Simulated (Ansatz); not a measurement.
An Ansatz input (plane waves, PAW) for Lu3Si in the antiAuCu3 structure that has something wrong with it:

```yaml
crystal:
  lattice:
    - [4.5206760063, 0.0, 0.0]
    - [0.0, 4.5206760063, 0.0]
    - [0.0, 0.0, 4.5206760063]
  atoms:
    - { symbol: Lu, position: [0.0, 0.5, 0.5] }
    - { symbol: Lu, position: [0.5, 0.5, 0.0] }
    - { symbol: Lu, position: [0.5, 0.0, 0.5] }
    - { symbol: Si, position: [0.0, 0.0, 0.0] }
basis:
  ecutwfc: "80 eV"
  ecutrho_ratio: 4
kpoints:
  mp_grid: { grid: [8, 8, 8] }
hamiltonian:
  xc: pbe
scf:
  occupations: { method: gaussian, width: 0.05 }
  max_iter: 75
output:
  forces: true
  stress: true
```

Launched as:
```sh
ansatz run input.yaml --threads 2 --pin off --max-ram 2662MiB --backend cpu --events-out ev --progress --plain --runs-dir out
```

Task: What is wrong with it?

Result: A cutoff far too low. Against the sound input: basis.ecutwfc: 420 → "80 eV" (the cap on iterations is only a precaution).

What the program printed:

```
Warning: basis.ecutwfc = 80 eV is below the records' recommended 420 eV, and the density's cutoff is lower with it unless basis.ecutrho_ratio is high enough to keep the records' density cutoff: compare with a run at a higher cutoff
Warning: basis.ecutrho_ratio = 4 (ecutrho = 320 eV) is below the records' recommended 1680 eV
```

```
SCF iter   1: F=—  HF=-44117.426233 eV  |F-HF|=—  |Δ(HF+E_count)|=         —  Δρ=2.57e0  dr2=4.78e3
SCF iter   2: F=—  HF=-41774.538019 eV  |F-HF|=—  |Δ(HF+E_count)|=    2.34e3  Δρ=7.75e-1  dr2=5.53e2
SCF iter   3: F=—  HF=-41592.944073 eV  |F-HF|=—  |Δ(HF+E_count)|=    1.82e2  Δρ=1.20e-1  dr2=3.03e1
SCF iter   4: F=—  HF=-41590.323516 eV  |F-HF|=—  |Δ(HF+E_count)|=    2.62e0  Δρ=4.13e-2  dr2=4.48e0
SCF iter   5: F=—  HF=-41588.991780 eV  |F-HF|=—  |Δ(HF+E_count)|=    1.33e0  Δρ=8.88e-3  dr2=7.63e-2
SCF iter   6: F=—  HF=-41588.964787 eV  |F-HF|=—  |Δ(HF+E_count)|=   2.70e-2  Δρ=3.05e-3  dr2=9.61e-3
SCF iter   7: F=—  HF=-41588.961856 eV  |F-HF|=—  |Δ(HF+E_count)|=   2.93e-3  Δρ=5.14e-4  dr2=2.73e-4
SCF iter   8: F=—  HF=-41588.961650 eV  |F-HF|=—  |Δ(HF+E_count)|=   2.06e-4  Δρ=1.28e-4  dr2=9.81e-6
...
SCF iter  18: F=—  HF=-41589.214238 eV  |F-HF|=—  |Δ(HF+E_count)|=   1.70e-6  Δρ=1.30e-4  dr2=7.94e-6
SCF iter  19: F=—  HF=-41589.214235 eV  |F-HF|=—  |Δ(HF+E_count)|=   3.02e-6  Δρ=6.78e-5  dr2=2.16e-6
SCF iter  20: F=—  HF=-41589.214236 eV  |F-HF|=—  |Δ(HF+E_count)|=   7.75e-7  Δρ=3.32e-5  dr2=6.36e-7
SCF iter  21: F=-41589.214236 eV  HF=-41589.214236 eV  |F-HF|=2.02e-9  |Δ(HF+E_count)|=   1.05e-7  Δρ=1.95e-6  dr2=4.30e-9
```

```
SCF 1 converged in 21 iterations: F = -41589.214236 eV  dr2 = 4.30e-9
SCF converged after 21 iterations
Free energy (F): -41589.214236 eV
E sigma→0 (E₀):  -41589.211175 eV
Entropy (-TS):   -0.006121 eV (-1.530 meV/atom)
Fermi energy:    11.498527 eV
--- Forces (eV/Å), atoms counted from 1 ---
  atom   1  Lu     0.00000000     0.00000000     0.00000000
  atom   2  Lu     0.00000000     0.00000000     0.00000000
  atom   3  Lu     0.00000000     0.00000000     0.00000000
  atom   4  Si     0.00000000     0.00000000     0.00000000
--- Stress (GPa, compression-positive) ---
      252.022138       0.000000       0.000000
        0.000000     252.022138       0.000000
        0.000000       0.000000     252.022138
  P = ⅓ Tr σ = 252.0221 GPa (2520.221 kbar)
```

The run converged all the same; its pressure of 252 GPa shows the fault against the sound run's. Its energy lies 811202 meV/atom from the sound one. It ran for 1.9 s on 2 threads of Arm Neoverse V2, with other jobs on the host, peak memory 0.28 GiB. The run before the change (PBE, 420 eV, 8×8×8 mesh) gave:

| run | P (GPa) | gap on the mesh (eV) | cell moment (μB) | largest force component (eV/Å) |
| --- | --- | --- | --- | --- |
| sound | 0.0 | metal | – | 0.000 |
| spoiled | 252.0 | metal | – | 0.000 |

The start was a prototype's sites filled with these elements, not a measured cell.

Of that run: The cell is a metal with an odd number of electrons, and spin polarisation wasn't tried.
